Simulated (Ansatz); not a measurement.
# Relaxing arsenic (beta-Sn type)

Theory: DFT, PBEsol, plane waves (420 eV) with PAW, scalar-relativistic in Ansatz. The PAW files were generated under PBE, with cores re-solved for the functional.

k-point mesh 13×13×9, Fermi-Dirac smearing 0.1 eV, no spin polarisation. Cell and atoms relax.

Starting structure:

```yaml
crystal:
  lattice:
    - [-2.60104, 2.60104, 1.42017]
    - [2.60104, -2.60104, 1.42017]
    - [2.60104, 2.60104, -1.42017]
  atoms:
    - { symbol: As, position: [0.00000, 0.00000, 0.00000] }
    - { symbol: As, position: [0.75000, 0.25000, 0.50000] }
```

The pressure at the start is 1.0 GPa. By how much does the volume change?

From 19.22 to 20.66 Å³ per atom, 7.5 %. The final cell has a = 2.799 Å, b = 7.986 Å, c = 3.697 Å.

The cell has left the beta-Sn structure type; it ends in C2/c.

How much energy does the relaxation gain?

91.8 meV per atom.

The k-point mesh keeps fewer symmetry operations than the starting structure has, so the cell can leave it.
